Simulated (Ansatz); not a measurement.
# ZrOs: energy along a strain

ZrOs, Pm-3m, a = 3.263 Å (as given, not relaxed at this level: 2.0 GPa). The structure is a COD entry; whether it is the stable form wasn't checked. Ansatz: r2SCAN, PAW, 500 eV, Γ-centred 14×14×14 mesh on 2 atoms, Gaussian smearing 0.15 eV; no spin polarisation. Cell vectors (Å): 3.263 0.000 0.000; 0.000 3.263 0.000; 0.000 0.000 3.263. The cell is strained by x per cent times the pattern (1 -1 0 0 0 0) in the order xx yy zz yz xz xy (engineering shears), with fractional coordinates held. y is the free energy over the start, V0 = 17.371 Å³/atom. Symmetry makes y even in x.

```tsv
x (%)	y (meV/atom)
-6.00	?
-3.00	27.35
0.00	0.00
0.75	1.72
1.50	6.87
2.25	15.43
3.75	42.45
4.50	60.41
5.25	80.96
```

Task: Fit y = c2 x² + c4 x⁴ to the other rows, get the stiffness along the pattern, and predict the missing energy.

Result: Least squares on the rows shown. y = 3.0937 x² − 0.0056188 x⁴. The clamped-ion stiffness p·C·p = 2 × 30.94 eV × 160.2 / 17.371 Å³ = 571 GPa (second derivative at the start, which stands under stress). At x = -6.00 the fit asked for gives 104.09 meV/atom. The run gave 103.95 meV/atom, so the fit is 0.14 meV/atom too high, a small miss on the scale of the series.

Spin–orbit coupling is left out, which can shift energies with elements as heavy as these.